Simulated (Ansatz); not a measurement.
Starting cell, CdSe (wurtzite):

```
CELL_PARAMETERS angstrom
      4.33999     0.00000     0.00000
     -2.17000     3.75854     0.00000
      0.00000     0.00000     7.07803
ATOMIC_POSITIONS crystal
  Cd 0.66667 0.33333 0.00056
  Cd 0.33333 0.66667 0.50056
  Se 0.66667 0.33333 0.62464
  Se 0.33333 0.66667 0.12464
```

In this cell atom 2 (Cd, nearest neighbour Se at 2.655 Å; its periodic images, 4.3 Å or more away, move with it) is moved by s towards the nearest neighbour, unit vector (0.817, -0.472, 0.331); all other atoms and the cell stay fixed.

All values below come from r2SCAN (plane waves to 500 eV, PAW, scalar-relativistic; Ansatz, an electronic-structure program). k mesh 7×7×4 (Γ-centred), Fermi-Dirac smearing 0.05 eV. Energies are smeared free energies. CdSe was relaxed with its symmetry unable to fall. The zero of ΔE is the undisplaced structure.

Task: What ΔE (meV/cell) does the calculation give at s (Å) = -0.216, -0.162, -0.108, -0.054, 0.054, 0.108, 0.216, 0.270?

Result: 
| s (Å) | ΔE (meV/cell) |
|---|---|
| -0.216 | 80.9 |
| -0.162 | 48.9 |
| -0.108 | 23.3 |
| -0.054 | 6.3 |
| 0.054 | 7.3 |
| 0.108 | 31.4 |
| 0.216 | 146.8 |
| 0.270 | 248.3 |

(For displaced atoms, the force is minus the slope of the energy, and its curvature is a force constant, which sets phonon frequencies.)
